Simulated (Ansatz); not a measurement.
Ansatz 0.2.0, relaxation: HfC

Run with:

```bash
ansatz run input.yaml --threads 1 --pin off --max-ram 2560MiB --backend cpu --events-out ev --progress --plain --runs-dir out
```

input.yaml:

```yaml
crystal:
  lattice:
    - [0.0, 2.232945, 2.232945]
    - [2.232945, 0.0, 2.232945]
    - [2.232945, 2.232945, 0.0]
  atoms:
    - { symbol: Hf, position: [0.0, 0.0, 0.0] }
    - { symbol: C, position: [0.5, 0.5, 0.5] }
  symmetry: { tolerance: 0.0003 }
kpoints:
  mp_grid: { grid: [7, 7, 7], shift: [0, 0, 0] }
magnetization:
  spin_polarized: false
scf:
  occupations: { method: fermi_dirac, width: 0.0279 }
hamiltonian:
  pseudopotentials: { kind: paw }
  xc: pbe
  hubbard: { sites: [{ species: Hf, l: d, u_eff: 5.0 }], double_counting: amf }
basis:
  ecutwfc: "29.4 Ry"
output:
  forces: true
  stress: true
  eigenvalues: true
relax:
  max_steps: 40
  cell: {}
```

Origin of the cell: a database entry, scaled a little.

Output (shortened):

```
Warning: basis.ecutwfc = 400.007378 eV is below the records' recommended 420 eV, and the density's cutoff is lower with it unless basis.ecutrho_ratio is high enough to keep the records' densi […]
Hf: projections on atomic orbitals take those of the free atom [Kr 4d10] 4f14 5s2 5p6 5d2 6s2, of charge +0.00 (hamiltonian.pseudopotentials.projection_atoms); the dataset's partial waves lea […]
C: projections on atomic orbitals take those of the free atom [He] 2s2 2p2, of charge +0.00 (hamiltonian.pseudopotentials.projection_atoms); the dataset's partial waves leave at most 3.7e-9 o […]
Pseudopotentials: kind: paw
Pseudopotential: Hf, paw, valence charge 26, recommended cutoff 420 eV (normal), Hf.paw.azcp
Pseudopotential: C, paw, valence charge 4, recommended cutoff 420 eV (normal), C.paw.azcp
Functional definition: PBE
  exchange = pbe_x(kappa = kappa, mu = beta*pi^2/3)
  correlation = pbe_c(beta = beta)
Crystal: 2 atoms, lattice volume = 22.267 Å³
Basis set: ecut = 400.007378 eV, 411 PW (Γ), exchange–correlation on 48×48×48 points (8 copies of the dense FFT grid, shifted against one another)
Bands: 19, of which v1, the nominal top of the filled ones, is band 15 counted from 1 (14 counted from 0)
[… 7 lines left out …]
Initial density: superposition of atomic densities (chi_scale 0.1, normalization cell, long waves kept (reshape's long-wave potential 0.00 eV rms))
Functional: x = pbe(κ = 0.804, μ = 0.219515), c = pbe(β = 0.066725)
SCF iter   1: F=—  HF=-15974.551616 eV  Δρ=1.04e-1  dr2=3.08e0
SCF iter   2: F=—  HF=-15973.982110 eV  Δρ=4.06e-2  dr2=3.93e-1  defer=1
SCF iter   3: F=—  HF=-15973.925981 eV  Δρ=1.07e-2  dr2=1.95e-2  defer=1
SCF iter   4: F=—  HF=-15973.919837 eV  Δρ=5.88e-3  dr2=4.77e-3  defer=1
SCF iter   5: F=—  HF=-15973.917629 eV  Δρ=8.53e-4  dr2=6.57e-5  defer=1
SCF iter   6: F=—  HF=-15973.917701 eV  Δρ=1.98e-4  dr2=4.01e-6  defer=1
SCF iter   7: F=—  HF=-15973.917704 eV  Δρ=2.35e-5  dr2=1.04e-7  defer=1
SCF iter   8: F=-15973.917704 eV  HF=-15973.917704 eV  Δρ=1.76e-6  dr2=3.71e-10
relax step   1: F+E_penalty+E_count = -15973.917704 eV  Δ(F+E_penalty+E_count) = +0.000e0 eV  max|allowed force component| = 0.0 eV/Å  Δτ_max = 0.0000 Å  P = +36.730 GPa  Ω = 22.267 Å³  (8 SC […]
relax step   2: F+E_penalty+E_count = -15974.197527 eV  Δ(F+E_penalty+E_count) = -2.798e-1 eV  max|allowed force component| = 0.0 eV/Å  Δτ_max = 0.0000 Å  P = -4.811 GPa  Ω = 25.685 Å³  energ […]
relax step   3: F+E_penalty+E_count = -15974.207062 eV  Δ(F+E_penalty+E_count) = -9.535e-3 eV  max|allowed force component| = 0.0 eV/Å  Δτ_max = 0.0000 Å  P = -0.737 GPa  Ω = 25.237 Å³  energ […]
relax step   4: F+E_penalty+E_count = -15974.207543 eV  Δ(F+E_penalty+E_count) = -4.812e-4 eV  max|allowed force component| = 0.0 eV/Å  Δτ_max = 0.0000 Å  P = +0.020 GPa  Ω = 25.157 Å³  energ […]
relax step   5: F+E_penalty+E_count = -15974.223769 eV  Δ(F+E_penalty+E_count) = -1.623e-2 eV  max|allowed force component| = 0.0 eV/Å  Δτ_max = 0.0000 Å  P = +0.540 GPa  Ω = 25.157 Å³  stress off target by 5.40e-1 GPa […]
relax step   6: F+E_penalty+E_count = -15974.223700 eV  Δ(F+E_penalty+E_count) = +6.856e-5 eV  max|allowed force component| = 0.0 eV/Å  Δτ_max = 0.0000 Å  P = +0.011 GPa  Ω = 25.214 Å³  energ […]
relax step   7: F+E_penalty+E_count = -15974.223831 eV  Δ(F+E_penalty+E_count) = -1.308e-4 eV  max|allowed force component| = 0.0 eV/Å  Δτ_max = 0.0000 Å  P = +0.015 GPa  Ω = 25.214 Å³  stress off target by 1.52e-2 GPa […]
SCF 7 converged in 5 iterations: F = -15974.223831 eV  dr2 = 2.03e-12
basis re-selected at this cell: Δ(F+E_penalty+E_count) = -1.308e-4 eV, ΔP = +0.005 GPa vs the last step (what re-selecting the basis moved, of the pressure what is left beyond the Pulay corre […]
SCF converged after 5 iterations
Free energy (F): -15974.223831 eV
Harris-Foulkes:  -15974.223831 eV  (|F-HF|=5.46e-12)
Internal energy: -15974.222407 eV  (E = F + TS)
E sigma→0 (E₀):  -15974.223119 eV
Entropy (-TS):   -0.001424 eV (-0.712 meV/atom)
Fermi energy:    20.045218 eV
--- Per-component energies (eV) ---
  E_band       = 110.210338
  E_kinetic    = 511.676604
  E_local      = -4996.432185  (includes V_loc(G=0)·N_el)
  E_nonlocal   = -1217.244309
  E_hartree    = 2361.553364
  E_xc         = -348.955403
  E_vxc        = -326.996344  (∫ρ·V_xc dr)
  E_hubbard    = -0.120529  (on-site DFT+U / exact-exchange correction)
  E_vhub       = -0.241057  (the Hubbard potential's part of the band-sum identity)
  E_paw        = -7026.664742  (= ΣΔE_a)
  E_vpaw       = 1416.340849  (= ΣTr[D̂ρ^β])
  E_aug_tail   = 0.000009  (compensation charges beyond the density's cutoff)
  E_ewald      = -5258.035216
  E_smearing   = -0.001424  (= −TS)
  Σ components = -15974.223831   (vs F -15974.223831, Δ=0.00e0)
DFT+U double counting: amf (around mean field; hamiltonian.hubbard.double_counting)
--- Forces (eV/Å), atoms counted from 1 ---
  atom   1  Hf    -0.000000     0.000000     0.000000
  atom   2  C      0.000000    -0.000000     0.000000
  max |Σ_I F_I| component: 0.0 eV/Å
--- Stress (GPa, compression-positive) ---
        0.015196      -0.000000      -0.000000
       -0.000000       0.015196      -0.000000
       -0.000000      -0.000000       0.015196
  P = ⅓ Tr σ = 0.0152 GPa (0.152 kbar)
Occupation matrices written to <dir>
--- Relaxed structure (5 steps of the walk, 5 accepted, 2 SCFs on fresh bases) ---
  F+E_penalty+E_count = -15974.223831 eV   max|allowed force component| = 0.0 eV/Å   (the final SCF, on the basis selected at the relaxed cell)
  cell:  # Å, volume = 25.2138 Å³
    - [0.0, 2.327390, 2.327390]
    - [2.327390, 0.0, 2.327390]
    - [2.327390, 2.327390, 0.0]
  atoms:
    - { symbol: Hf, position: [0.0, 0.0, 0.0] }
    - { symbol: C, position: [0.5, 0.5, 0.5] }
```

Caveats: no moments, though an odd count or open d shells may carry them; no spin-orbit coupling, though heavy elements are present; the cutoff lies below the datasets' advice; the k mesh is coarse if the cell is a metal; the relaxation held the start's symmetry, so the end may be a saddle point.

Time: 8 s on 1 thread of Intel(R) Xeon(R) Platinum 8375C CPU @ 2.90GHz (Ice Lake) (shared host), peak memory 0.35 GiB, from the program's own first density.
